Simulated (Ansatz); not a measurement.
ZnCu$_{2}$SnS$_{4}$ in space group Pmn2_1 (No. 31; Pearson symbol oP16), r²SCAN (plane waves, PAW; program Ansatz). The conduction-band minimum lies at Γ, with 1 equivalent valley. Second derivatives d²E/dk² of the lowest band at one valley (eV·Å²), along Cartesian directions:

```csv
direction,d²E/dk²
[100],67.93
[010],57.44
[001],74.00
[110],62.68
[101],70.98
[011],65.73
```

Find the principal effective masses, the density-of-states mass and the conductivity mass.

Off-diagonal terms follow from H_xy = H[110] − (H_xx + H_yy)/2, and m*/mₑ = 7.620 eV·Å² over each eigenvalue: 0.10, 0.11, 0.13. One valley's DOS mass (m₁m₂m₃)^(1/3) = 0.12, conductivity mass 3/(Σ 1/mᵢ) = 0.11 mₑ.

What effective density of states Nc follows at 300 K for parabolic valleys?

Nc = 2.509e19 × 1 × (0.12)^(3/2) ≈ 1.0e18 cm⁻³.

The workflow started from a Materials Project entry (that database holds measured and hypothetical structures alike); the Crystallography Open Database copy checked does not list it. With Zn and Sn taken as one species the cell has the higher symmetry Pmc2_1, so it may be an ordered model of a mixed-site phase. It is not the phase usual at ambient conditions (space group No. 82). The r²SCAN relaxation kept the symmetry of its start; its stability against distortions is not shown here. The run is not spin-polarised. Scalar-relativistic: spin–orbit coupling is off unless named, which matters more the heavier the elements.

Potentials: the later of the program's two PAW sets.

Edges and masses are those of Kohn–Sham bands, whose gap is no quasiparticle gap.
